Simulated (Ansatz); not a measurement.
## Computed properties of Ga₃As₂N (ordering on zincblende)

All numbers come from the plane-wave code Ansatz. The cell comes from a prototype generator: it can be a known phase or a hypothetical one. No magnetic order is allowed.

Ga₃As₂N, ordered on the zincblende lattice (I-4m2) with 6 atoms a cell, relaxed with r2SCAN. Space group I-4m2 (No. 119), tetragonal; a = 3.750 Å, c = 15.673 Å in the conventional setting, 18.36 Å³ an atom. N has 4 Ga at 2.10 Å; Ga has 2 N at 2.10 Å and 2 As at 2.39 Å; As has 4 Ga at 2.39 Å; Ga has 4 As at 2.39 Å.

```
N Ga As
1.0
    -1.87483    1.87483    7.83632
     1.87483   -1.87483    7.83632
     1.87483    1.87483   -7.83632
N Ga As
1 3 2
Direct
  0.00000 0.00000 0.00000
  0.56074 0.06074 0.50000
  0.25000 0.75000 0.50000
  0.93926 0.43926 0.50000
  0.65568 0.65568 0.00000
  0.34432 0.34432 0.00000
```

Relaxed lattice by functional, symmetry kept:
```json
{"functional": "PBE", "k mesh": "10×10×10", "a (Å)": "3.795", "c (Å)": "15.924", "volume (Å³/atom)": "19.11"}
{"functional": "r2SCAN", "k mesh": "8×8×8", "a (Å)": "3.750", "c (Å)": "15.673", "volume (Å³/atom)": "18.36"}
```

Band edges at fixed r2SCAN geometry:
```
  level    k mesh             gap (eV)    kind       edges  least direct gap (eV)        rough cost
    PBE  10×10×10  none (overlap 0.01)       –           –                      –   80 core-seconds
PBE+SOC  10×10×10                 0.03  direct  Γ–M (0.20)                   0.03    8 core-minutes
 r2SCAN  10×10×10  none (overlap 0.01)       –           –                      –  2.4 core-minutes
  HSE06     6×6×6                 0.23  direct           Γ                   0.23   28 core-minutes
```
All runs use a smearing of 0.02 eV.
Wave cutoffs: 420 eV, 500 eV (r2SCAN).
Points off the special ones are mesh points or PBE's searched band edges, reused at the other levels.
Costs come from shared machines and give only the order; PBE's includes the band path. The runs had 4 threads of Arm Neoverse V1, on a shared host.

With HSE06 the gap is 0.23 eV and direct, at Γ. PBE+SOC gives a direct gap of 0.03 eV at Γ–M (0.20 of the way from Γ). (With 0.02 eV of smearing so small a gap leaves both edges partly filled, and it could close between the points sampled.) With so small a gap spin-orbit coupling can invert the bands, which the size of the gap doesn't show: the edges may have crossed and parted again.

The levels disagree on the kind of gap: direct with PBE+SOC, HSE06; no gap with PBE, r2SCAN.

Only the levels marked +SOC include spin-orbit coupling.
